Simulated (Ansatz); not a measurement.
Relaxed-ion elastic tensor of TiRh (L1₀ or tetragonal B2, P4/mmm) in GPa (Voigt order), DFT-PBEsol in the program Ansatz with PAW potentials; density 8.67 g/cm³, 14.43 Å³ per atom.

```
 298   144   181   0.0   0.0   0.0
 144   298   181   0.0   0.0   0.0
 181   181   281   0.0   0.0   0.0
 0.0   0.0   0.0  60.4   0.0   0.0
 0.0   0.0   0.0   0.0  60.4   0.0
 0.0   0.0   0.0   0.0   0.0  51.6
```

Q: Is the crystal mechanically stable?

A: Yes: the smallest eigenvalue of C is 51.6 GPa.

Q: Work out the Voigt, Reuss and Hill averages.

A: K_V = 210, K_R = 210, K_H = 210; G_V = 59.2, G_R = 57.5, G_H = 58.3 GPa.

Q: Give Young's modulus, Poisson's ratio, Pugh's ratio and the universal anisotropy index.

A: E = 9KG/(3K + G) = 160 GPa; ν = 0.37; K/G = 3.60 (ductile by the Pugh limit of 1.75); A_U = 5G_V/G_R + K_V/K_R − 6 = 0.15.

Q: Estimate the sound speeds and the Debye temperature.

A: v_l = √((K + 4G/3)/ρ) = 5760 m/s, v_t = √(G/ρ) = 2590 m/s, mean 2920 m/s; Θ = (h/k)(3n/4πV)^(1/3) v_m = 358 K.

Q: Solve the Christoffel equation for the three sound speeds along x, y, z.

A: Eigenvalues of C_ijkl n_j n_l equal ρv². In km/s, slowest first: x 2.44, 2.64, 5.86; y 2.44, 2.64, 5.86; z 2.64, 2.64, 5.69.

Q: How much does each axis shrink under pressure?

A: Linear compressibilities β_i = Σ_j S_ij (j = 1 to 3): x 1.7, y 1.7, z 1.4 per TPa.

The first step of the workflow began from a Materials Project structure, measured or hypothetical; the Crystallography Open Database files this formula in space group No. 123, but the cells were not matched. Whether it is the stable phase at ambient conditions was not checked. The PBEsol relaxation kept the symmetry of its start; of distortions, only those at the zone centre were tested. The run is not spin-polarised. As this level gives no gap, shear constants depend on the k-mesh and smearing (Fermi–Dirac, 0.1 eV here). On the denser mesh and wider smearing of the elastic run this cell carries a stress of 0.3 GPa.

Potentials: the later of the program's two PAW sets.
